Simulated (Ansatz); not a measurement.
Na (bcc, W type)

```xyz
2
Lattice="-4.1965 4.1965 4.1965 0.0000 0.0000 4.1965 0.0000 4.1965 0.0000" Properties=species:S:1:pos:R:3 pbc="T T T"
Na     0.0000     0.0000     0.0000
Na    -2.0983     2.0983     2.0983
```

The atoms are displaced by Q × the pattern below (from a DFPT mode at H = (0.5, 0.5, 0.5), largest move 1; Q in Å), at fixed cell. It is one choice among 3 degenerate patterns. (q is in reciprocal vectors of the primitive cell; the cell shown is doubled to hold the pattern.)

```json
[
 {"atom": "Na1", "x": "0.000", "y": "0.000", "z": "-1.000"},
 {"atom": "Na2", "x": "0.000", "y": "0.000", "z": "1.000"}
]
```

All values below come from PBE (plane waves to 420 eV, PAW, scalar-relativistic; Ansatz, a program for electronic structure). k mesh 16×16×16 (Γ-centred), Fermi-Dirac smearing 0.05 eV. The energy includes the smearing's −TS. With partly filled bands, energies and forces of such displacements shift with the k mesh and the smearing. Na was relaxed with its symmetry unable to fall. ΔE is measured from the undisplaced structure. The last digit holds for this mesh only.

```csv
Q (Å),ΔE (meV/cell)
-0.2800,97.1
-0.2333,withheld
-0.1867,44.3
-0.1400,25.1
-0.0933,11.2
-0.0467,2.8
0.0000,0.0
0.0467,2.8
0.0933,11.2
0.1400,25.1
0.1867,44.3
0.2333,withheld
0.2800,97.1
```

Problem. Fit an even polynomial form (powers 2, 4) to the given rows and predict ΔE at Q = 0.2333.

Solution. Least squares on the 11 given rows: ΔE = (1296)·Q² + (-727.9)·Q⁴, in meV/cell with Q in Å; root-mean-square residual 0.02 meV/cell. At 0.2333 the fit gives 68.4 meV/cell; the calculation gives 68.4 meV/cell, the same to the digits shown. The quadratic term alone would give 70.5 meV/cell.

(For displaced atoms, the force is minus the slope of the energy, and its curvature is a force constant, which sets phonon frequencies.)
